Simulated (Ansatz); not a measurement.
Rb:
Space group Im-3m (No. 229); a = b = c = 5.747 Å, α = β = γ = 90.00°

```tsv
atom	site	symmetry	x	y	z
Rb	2a	m-3m	0.0000	0.0000	0.0000
```
(The calculation used a cell of 1 atom; values per cell refer to that cell.)

Relaxed with r²SCAN.

Problem. Which orbitals make up the states near the Fermi level in DFT-r²SCAN in the program Ansatz with PAW potentials?

Solution. Within 0.5 eV of the Fermi level: Rb 5s 84 %, outside the projected shells 16 %. Projections are on Löwdin-orthogonalised atomic valence shells; empty p or d shells of many metals are not among them.

Problem. Tabulate the density of states.

Solution. States/eV per cell of 1 atom, in 0.25 eV bins, energy from the Fermi level.

```
E (eV)  total  Rb 5s  Rb 4p
------  -----  -----  -----
-7.85    0.00   0.00   0.00
-7.60    0.00   0.00   0.00
-7.35    0.00   0.00   0.00
-7.10    0.00   0.00   0.00
-6.85    0.00   0.00   0.00
-6.60    0.00   0.00   0.00
-6.35    0.00   0.00   0.00
-6.10    0.00   0.00   0.00
-5.85    0.00   0.00   0.00
-5.60    0.00   0.00   0.00
-5.35    0.00   0.00   0.00
-5.10    0.00   0.00   0.00
-4.85    0.00   0.00   0.00
-4.60    0.00   0.00   0.00
-4.35    0.00   0.00   0.00
-4.10    0.00   0.00   0.00
-3.85    0.00   0.00   0.00
-3.60    0.00   0.00   0.00
-3.35    0.00   0.00   0.00
-3.10    0.00   0.00   0.00
-2.85    0.00   0.00   0.00
-2.60    0.00   0.00   0.00
-2.35    0.00   0.00   0.00
-2.10    0.02   0.02   0.00
-1.85    0.18   0.18   0.00
-1.60    0.30   0.29   0.00
-1.35    0.39   0.38   0.00
-1.10    0.47   0.46   0.01
-0.85    0.55   0.53   0.01
-0.60    0.63   0.60   0.01
-0.35    0.72   0.67   0.01
-0.10    0.81   0.72   0.01
0.15     0.96   0.78   0.00
0.40     1.08   0.80   0.00
0.65     0.97   0.52   0.00
0.90     1.43   0.27   0.00
1.15     1.73   0.24   0.00
1.40     1.68   0.10   0.00
1.65     1.42   0.09   0.00
1.90     1.37   0.09   0.00
2.15     1.39   0.09   0.00
2.40     1.50   0.09   0.00
2.65     1.78   0.11   0.00
2.90     2.22   0.10   0.00
3.15     1.48   0.05   0.00
3.40     1.70   0.05   0.00
3.65     1.39   0.06   0.00
3.90     1.39   0.06   0.00
4.15     1.78   0.06   0.00
4.40     2.52   0.07   0.00
4.65     2.71   0.03   0.00
```

The cell was relaxed with r²SCAN under the symmetry of its start. Scalar-relativistic: spin–orbit coupling is off unless named, which matters more the heavier the elements.

Potentials: the later of the program's two PAW sets.
